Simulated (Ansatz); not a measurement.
Cu Kα1 powder pattern (kinematic, no thermal factors).
```json
{"2θ (°)": "14.45", "relative intensity": "1", "assignment": "1 1 1"}
{"2θ (°)": "16.70", "relative intensity": "24", "assignment": "2 0 0"}
{"2θ (°)": "23.71", "relative intensity": "100", "assignment": "2 2 0"}
{"2θ (°)": "29.14", "relative intensity": "49", "assignment": "2 2 2"}
{"2θ (°)": "33.77", "relative intensity": "42", "assignment": "4 0 0"}
{"2θ (°)": "37.90", "relative intensity": "26", "assignment": "4 2 0"}
{"2θ (°)": "41.68", "relative intensity": "34", "assignment": "4 2 2"}
{"2θ (°)": "48.51", "relative intensity": "23", "assignment": "4 4 0"}
{"2θ (°)": "51.66", "relative intensity": "16", "assignment": "6 0 0"}
{"2θ (°)": "54.68", "relative intensity": "28", "assignment": "6 2 0"}
{"2θ (°)": "57.59", "relative intensity": "12", "assignment": "6 2 2"}
{"2θ (°)": "60.41", "relative intensity": "6", "assignment": "4 4 4"}
{"2θ (°)": "63.16", "relative intensity": "4", "assignment": "6 4 0"}
{"2θ (°)": "65.83", "relative intensity": "26", "assignment": "6 4 2"}
{"2θ (°)": "71.03", "relative intensity": "3", "assignment": "8 0 0"}
{"2θ (°)": "73.57", "relative intensity": "9", "assignment": "8 2 0"}
{"2θ (°)": "76.08", "relative intensity": "12", "assignment": "8 2 2"}
{"2θ (°)": "78.56", "relative intensity": "3", "assignment": "6 6 2"}
{"2θ (°)": "81.01", "relative intensity": "8", "assignment": "8 4 0"}
{"2θ (°)": "83.45", "relative intensity": "10", "assignment": "8 4 2"}
{"2θ (°)": "85.88", "relative intensity": "8", "assignment": "6 6 4"}
```

The pattern is computed from a structure relaxed with DFT PBE, scalar-relativistic, plane waves, PAW (Ansatz). No spin polarisation. Its elements are Al, Ba, C, Mg, N.

Problem. Give the structure.

Solution. Ba$_{2}$MgAlC$_{6}$N$_{6}$.
Space group Fm-3m (No. 225). a = 10.607 Å, b = 10.607 Å, c = 10.607 Å, α = 90.00°, β = 90.00°, γ = 90.00°
```json
{"atom": "Ba", "site": "8c", "symmetry": "-43m", "x": "0.2500", "y": "0.7500", "z": "0.7500"}
{"atom": "Mg", "site": "4a", "symmetry": "m-3m", "x": "0.0000", "y": "0.0000", "z": "0.0000"}
{"atom": "Al", "site": "4b", "symmetry": "m-3m", "x": "0.5000", "y": "0.0000", "z": "0.0000"}
{"atom": "C", "site": "24e", "symmetry": "4m.m", "x": "0.2071", "y": "0.0000", "z": "0.0000"}
{"atom": "N", "site": "24e", "symmetry": "4m.m", "x": "0.3195", "y": "0.0000", "z": "0.0000"}
```

A pattern alone doesn't exclude other cells with like lines; this is the one computed.

It was reached by relaxing an invented guess, and it needn't be the stable form of this composition.
